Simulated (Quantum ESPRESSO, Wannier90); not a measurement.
**Wannierisation of Sn (diamond)**

```xyz
2
Lattice="0.0000 3.2850 3.2850 3.2850 0.0000 3.2850 3.2850 3.2850 0.0000" Properties=species:S:1:pos:R:3 pbc="T T T"
Sn     3.2850     3.2850     3.2850
Sn    -1.6425    -1.6425    -1.6425
```

Materials Project entry mp-117; symmetrised, unrelaxed at this level. COD (Crystallography Open Database) has the formula in 5 space groups, this one among them (matched by group alone). Method: PBEsol plane waves in Quantum ESPRESSO 7.5 (PseudoDojo norm-conserving files, 58 Ry, spinors with spin-orbit coupling), Bloch states on a 6×6×6 mesh through Γ, Wannier90 4.0.1. Density: 12×12×12 mesh, cold smearing 0.01 Ry.

A tight-binding model is made by disentanglement and projection with no localisation steps (num_iter = 0), so the 16 orbitals stay atom-like: hydrogen-like Sn: s;p, axes along x, y, z; frozen window up to 1.50 eV relative to the Fermi level. It follows pw.x to 15 meV rms for states up to 1.0 eV relative to the Fermi level. Matrix elements depend on this choice of orbitals and windows.

**Question.** What are the on-site energies relative to the Fermi level, and how fast do the hoppings decay?

**Answer.** 
```tsv
atom	orbitals	energy (eV)
Sn1	s↑ s↓	-5.33
Sn1	pz↑ pz↓ px↑ px↓ py↑ py↓	1.26
Sn2	s↑ s↓	-5.33
Sn2	pz↑ pz↓ px↑ px↓ py↑ py↓	1.26
```

```json
[
 {"distance of the centres (Å)": "2–3", "largest modulus (eV)": "1.2"},
 {"distance of the centres (Å)": "4–5", "largest modulus (eV)": "0.29"},
 {"distance of the centres (Å)": "5–6", "largest modulus (eV)": "0.045"},
 {"distance of the centres (Å)": "6–7", "largest modulus (eV)": "0.025"},
 {"distance of the centres (Å)": "7–8", "largest modulus (eV)": "0.077"},
 {"distance of the centres (Å)": "8–9", "largest modulus (eV)": "0.017"},
 {"distance of the centres (Å)": "9–10", "largest modulus (eV)": "0.016"},
 {"distance of the centres (Å)": "10–11", "largest modulus (eV)": "0.0097"}
]
```

Effective spin-orbit constants λ of λ L·S, from the same-site elements px↑–py↑ (λ/2) and dx2-y2↑–dxy↑ (λ), where they are among the larger elements: Sn1 p 0.33 eV, Sn2 p 0.33 eV.
